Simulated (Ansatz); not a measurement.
CoC (rock salt, Fm-3m) under volume change, r²SCAN in the plane-wave PAW code Ansatz, scaled uniformly.

```tsv
V (Å³/atom)	E − E(relaxed) (meV/atom)	P (GPa)
7.186	76.2	37.39
7.423	31.9	22.85
7.660	7.5	10.48
7.897	0.0	0.00
8.134	6.8	-8.93
8.371	25.7	-16.50
8.608	55.0	-22.95
```

**Question.** What does a third-order Birch–Murnaghan fit give for V₀, B₀ and B′?

**Answer.** V₀ = 7.90 Å³/atom, B₀ = 322 GPa, B′ = 4.4.

The start of the workflow was typed in or built on a structure type; neither database checked (COD, Materials Project) lists it. Whether it is the stable phase at ambient conditions was not checked. The r²SCAN relaxation kept the symmetry of its start; whether a distortion lowers the energy is not shown. The final state is ferromagnetic, the only order run, not a proven ground state. The cell computed holds one magnetic atom, so no antiferromagnetic order was within reach. Its formation energy is positive at this level, so the cell may be metastable or incomplete. Other orbital occupations within this spin state were not tried.

Potentials: the earlier of the program's two PAW sets.
